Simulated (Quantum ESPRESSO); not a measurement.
## Band energies of SnSe₂

```
CELL_PARAMETERS angstrom
      3.84190     0.00000     0.00000
     -1.92095     3.32718     0.00000
      0.00000     0.00000     6.48588
ATOMIC_POSITIONS crystal
  Se 0.66667 0.33333 0.75710
  Se 0.33333 0.66667 0.24290
  Sn 0.00000 0.00000 0.00000
```

PBEsol (pw.x of Quantum ESPRESSO, ONCV potentials, with spin-orbit coupling); path ΓMKΓALHA,LM,KH; energies in eV from the valence-band maximum.

| k (1/Å) | point | band 46 | band 47 | band 48 | band 49 | band 50 | band 51 | band 52 | band 53 |
|---|---|---|---|---|---|---|---|---|---|
| 0.00 | Γ | -0.10 | 0.95 | 0.95 | 2.90 | 2.90 | 4.35 | 4.35 | 4.77 |
| 0.24 |  | 0.00 | 1.92 | 1.92 | 3.53 | 3.53 | 4.33 | 4.33 | 4.90 |
| 0.59 |  | -0.13 | 1.48 | 1.48 | 3.83 | 3.83 | 5.39 | 5.39 | 5.72 |
| 0.83 |  | -0.27 | 1.05 | 1.05 | 3.71 | 3.71 | 5.41 | 5.41 | 5.47 |
| 0.94 | M | -0.28 | 1.00 | 1.00 | 3.68 | 3.68 | 5.40 | 5.40 | 5.42 |
| 1.16 |  | -0.88 | 1.37 | 1.37 | 4.64 | 4.64 | 5.18 | 5.18 | 6.06 |
| 1.49 | K | -1.29 | 1.37 | 1.37 | 5.98 | 5.98 | 6.17 | 6.17 | 6.90 |
| 1.71 |  | -0.82 | 1.55 | 1.55 | 5.58 | 5.58 | 5.96 | 5.96 | 6.41 |
| 2.03 |  | -0.19 | 2.07 | 2.07 | 4.69 | 4.69 | 4.92 | 4.92 | 5.59 |
| 2.25 |  | -0.09 | 2.19 | 2.19 | 3.95 | 3.95 | 4.26 | 4.26 | 5.19 |
| 2.58 | Γ | -0.10 | 0.95 | 0.95 | 2.90 | 2.90 | 4.35 | 4.35 | 4.77 |
| 2.94 |  | -0.01 | 2.06 | 2.06 | 2.84 | 2.84 | 4.21 | 4.21 | 4.62 |
| 3.06 | A | 0.00 | 2.20 | 2.20 | 2.82 | 2.82 | 4.19 | 4.19 | 4.59 |
| 3.17 |  | -0.08 | 2.27 | 2.27 | 3.06 | 3.06 | 4.27 | 4.27 | 4.65 |
| 3.48 |  | -0.23 | 1.82 | 1.82 | 4.25 | 4.25 | 5.34 | 5.34 | 5.61 |
| 3.69 |  | -0.40 | 1.14 | 1.14 | 4.26 | 4.26 | 5.24 | 5.24 | 5.85 |
| 4.01 | L | -0.49 | 0.66 | 0.66 | 4.08 | 4.08 | 4.69 | 4.69 | 5.67 |
| 4.34 |  | -0.44 | 1.78 | 1.78 | 4.53 | 4.53 | 4.83 | 4.83 | 5.79 |
| 4.55 | H | -0.46 | 2.17 | 2.17 | 4.46 | 4.46 | 4.64 | 4.64 | 6.07 |
| 4.83 |  | -0.47 | 2.07 | 2.07 | 4.31 | 4.31 | 5.20 | 5.20 | 5.96 |
| 5.01 |  | -0.67 | 2.07 | 2.07 | 4.42 | 4.42 | 5.55 | 5.55 | 5.71 |
| 5.28 |  | -0.46 | 2.24 | 2.24 | 4.07 | 4.07 | 5.17 | 5.17 | 5.45 |
| 5.55 |  | -0.07 | 2.26 | 2.26 | 3.01 | 3.01 | 4.25 | 4.25 | 4.63 |
| 5.64 | A | 0.00 | 2.20 | 2.20 | 2.82 | 2.82 | 4.19 | 4.19 | 4.59 |
| 5.64 | L | -0.49 | 0.66 | 0.66 | 4.08 | 4.08 | 4.69 | 4.69 | 5.67 |
| 5.93 |  | -0.36 | 0.78 | 0.78 | 3.83 | 3.83 | 5.45 | 5.45 | 5.63 |
| 6.13 | M | -0.28 | 1.00 | 1.00 | 3.68 | 3.68 | 5.40 | 5.40 | 5.42 |
| 6.13 | K | -1.29 | 1.37 | 1.37 | 5.98 | 5.98 | 6.17 | 6.17 | 6.90 |
| 6.32 |  | -1.00 | 1.63 | 1.63 | 5.39 | 5.39 | 5.56 | 5.56 | 6.61 |
| 6.61 | H | -0.46 | 2.17 | 2.17 | 4.46 | 4.46 | 4.64 | 4.64 | 6.07 |

The PBEsol gap is indirect, 0.64 eV, from 38 % of the way from Γ to M to 20 % of the way from L to M; the smallest direct gap is 1.05 eV. Another valence extremum on the path lies within 0.02 eV, too close to call.

Geometry of the Materials Project entry, not relaxed at this level.

The distance between layers or molecules is the database entry's, not relaxed here. Functionals without dispersion can leave it too large, which widens gaps and weakens the response across layers: the numbers belong to this cell.
